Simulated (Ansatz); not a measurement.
AlGaAs2:
```cif
data_Al3As6Ga3
_chemical_formula_sum 'Al3 Ga3 As6'
_space_group_name_H-M_alt 'R3m :H'
_space_group_IT_number 160
_space_group_name_Hall 'R 3 -2"'
_cell_length_a 4.01119
_cell_length_b 4.01119
_cell_length_c 19.64337
_cell_angle_alpha 90.000
_cell_angle_beta 90.000
_cell_angle_gamma 120.000
loop_
_atom_site_label
_atom_site_type_symbol
_atom_site_symmetry_multiplicity
_atom_site_Wyckoff_symbol
_atom_site_fract_x
_atom_site_fract_y
_atom_site_fract_z
_atom_site_occupancy
Al1 Al 3 a 0.00000 0.00000 0.99970 1
Ga1 Ga 3 a 0.00000 0.00000 0.50021 1
As1 As 3 a 0.00000 0.00000 0.12487 1
As2 As 3 a 0.00000 0.00000 0.62525 1
```
(The calculation used a cell of 4 atoms; values per cell refer to that cell.)

Relaxed with r²SCAN.

Task: Which orbitals make up the states near the band edges in the program Ansatz at the r²SCAN level (PAW)?

Result: Top 1 eV of the valence band: As 4p 78 %, Ga 4p 11 %, Al 3p 8 %. Bottom 1 eV of the conduction band: Ga 4s 19 %, Al 3p 19 %, Ga 4p 19 %, As 4p 16 %, As 4s 16 %, outside the projected shells 9 %. Projections are on Löwdin-orthogonalised atomic valence shells; empty p or d shells of many metals are not among them.

Task: Tabulate the density of states.

Result: States/eV per cell of 4 atoms, in 0.25 eV bins, energy from the valence-band maximum.

| E (eV) | total | As 4p | Ga 4p | Al 3p |
|---|---|---|---|---|
| -7.85 | 0.00 | 0.00 | 0.00 | 0.00 |
| -7.60 | 0.00 | 0.00 | 0.00 | 0.00 |
| -7.35 | 0.00 | 0.00 | 0.00 | 0.00 |
| -7.10 | 0.00 | 0.00 | 0.00 | 0.00 |
| -6.85 | 0.00 | 0.00 | 0.00 | 0.00 |
| -6.60 | 0.18 | 0.08 | 0.01 | 0.01 |
| -6.35 | 1.95 | 0.89 | 0.06 | 0.06 |
| -6.10 | 2.39 | 1.11 | 0.09 | 0.07 |
| -5.85 | 1.56 | 0.75 | 0.06 | 0.07 |
| -5.60 | 1.54 | 0.81 | 0.07 | 0.07 |
| -5.35 | 2.23 | 1.20 | 0.09 | 0.11 |
| -5.10 | 1.36 | 0.72 | 0.06 | 0.07 |
| -4.85 | 0.91 | 0.49 | 0.04 | 0.05 |
| -4.60 | 0.72 | 0.38 | 0.04 | 0.03 |
| -4.35 | 0.57 | 0.31 | 0.03 | 0.02 |
| -4.10 | 0.42 | 0.23 | 0.03 | 0.02 |
| -3.85 | 0.45 | 0.25 | 0.04 | 0.03 |
| -3.60 | 2.09 | 1.26 | 0.34 | 0.33 |
| -3.35 | 2.45 | 1.48 | 0.40 | 0.35 |
| -3.10 | 2.15 | 1.31 | 0.33 | 0.31 |
| -2.85 | 2.26 | 1.39 | 0.34 | 0.34 |
| -2.60 | 2.89 | 1.81 | 0.45 | 0.44 |
| -2.35 | 3.27 | 2.11 | 0.51 | 0.48 |
| -2.10 | 3.20 | 2.12 | 0.47 | 0.46 |
| -1.85 | 3.04 | 2.06 | 0.42 | 0.43 |
| -1.60 | 3.02 | 2.11 | 0.41 | 0.39 |
| -1.35 | 2.90 | 2.09 | 0.38 | 0.34 |
| -1.10 | 2.68 | 1.99 | 0.33 | 0.28 |
| -0.85 | 1.62 | 1.24 | 0.20 | 0.14 |
| -0.60 | 1.15 | 0.90 | 0.13 | 0.08 |
| -0.35 | 0.76 | 0.62 | 0.08 | 0.04 |
| -0.10 | 0.24 | 0.20 | 0.02 | 0.01 |
| 0.15 | 0.00 | 0.00 | 0.00 | 0.00 |
| 0.40 | 0.00 | 0.00 | 0.00 | 0.00 |
| 0.65 | 0.00 | 0.00 | 0.00 | 0.00 |
| 0.90 | 0.00 | 0.00 | 0.00 | 0.00 |
| 1.15 | 0.00 | 0.00 | 0.00 | 0.00 |
| 1.40 | 0.00 | 0.00 | 0.00 | 0.00 |
| 1.65 | 0.04 | 0.01 | 0.00 | 0.01 |
| 1.90 | 0.35 | 0.05 | 0.06 | 0.07 |
| 2.15 | 0.84 | 0.14 | 0.16 | 0.16 |
| 2.40 | 1.44 | 0.27 | 0.27 | 0.26 |
| 2.65 | 2.04 | 0.43 | 0.35 | 0.36 |
| 2.90 | 2.58 | 0.59 | 0.38 | 0.45 |
| 3.15 | 2.93 | 0.65 | 0.40 | 0.55 |
| 3.40 | 2.76 | 0.58 | 0.38 | 0.54 |
| 3.65 | 2.50 | 0.55 | 0.39 | 0.47 |
| 3.90 | 1.58 | 0.35 | 0.26 | 0.26 |
| 4.15 | 2.13 | 0.45 | 0.40 | 0.39 |
| 4.40 | 1.94 | 0.39 | 0.46 | 0.41 |
| 4.65 | 2.11 | 0.39 | 0.60 | 0.51 |
| 4.90 | 4.26 | 0.80 | 1.18 | 1.09 |
| 5.15 | 2.99 | 0.61 | 0.76 | 0.74 |
| 5.40 | 2.57 | 0.55 | 0.64 | 0.63 |
| 5.65 | 2.54 | 0.52 | 0.66 | 0.61 |
| 5.90 | 2.72 | 0.56 | 0.66 | 0.62 |
| 6.15 | 3.12 | 0.65 | 0.71 | 0.66 |

The first step of the workflow began from a Materials Project structure, measured or hypothetical; the Crystallography Open Database copy checked does not list it. With Al and Ga taken as one species the cell has the higher symmetry F-43m, so it may be an ordered model of a mixed-site phase. Its standing as an ambient phase is unchecked. Symmetry was held in the r²SCAN relaxation; whether a distortion lowers the energy is not shown. Spin–orbit coupling is left out wherever it is not named.

Potentials: the earlier of the program's two PAW sets.
